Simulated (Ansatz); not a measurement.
Input:

Na₂MgPb (space group P6_3/mmc)

```yaml
crystal:
  lattice:
    - [5.09430, 0.00000, 0.00000]
    - [-2.54715, 4.41179, 0.00000]
    - [0.00000, 0.00000, 10.08790]
  atoms:
    - { symbol: Na, position: [0.66667, 0.33333, 0.42050] }
    - { symbol: Na, position: [0.33333, 0.66667, 0.57950] }
    - { symbol: Na, position: [0.33333, 0.66667, 0.92050] }
    - { symbol: Na, position: [0.66667, 0.33333, 0.07950] }
    - { symbol: Mg, position: [0.00000, 0.00000, 0.75000] }
    - { symbol: Mg, position: [0.00000, 0.00000, 0.25000] }
    - { symbol: Pb, position: [0.66667, 0.33333, 0.75000] }
    - { symbol: Pb, position: [0.33333, 0.66667, 0.25000] }
```

Equation-of-state scan: isotropic scaling of the cell above, V₀ being its volume. The atoms relax within the cell's symmetry.

Calculation: PBEsol (plane waves to 420 eV, PAW, scalar-relativistic; Ansatz, a first-principles code). k mesh 11×11×5 (Γ-centred), Fermi-Dirac smearing 0.05 eV. E stands for the smeared free energy. Stress and pressure are positive under compression. With the shape held, the modulus is that of even scaling; a crystal free to change shape is softer. Na2MgPb was relaxed with its symmetry unable to fall. Spin-orbit coupling is left out, though Pb is heavy. The zero of ΔE is the relaxed starting cell.

The scan covers V/V₀ from 0.840 to 1.160 in 9 points.

**Question.** What is the fitted pressure derivative B₀′?

**Answer.** 4.4.

**Question.** What bulk modulus at fixed cell shape B₀ follows from a third-order Birch-Murnaghan fit?

**Answer.** 22.7 GPa.

(A scan under strain: stresses follow from slopes of the energy per volume, elastic moduli from its curvatures.)
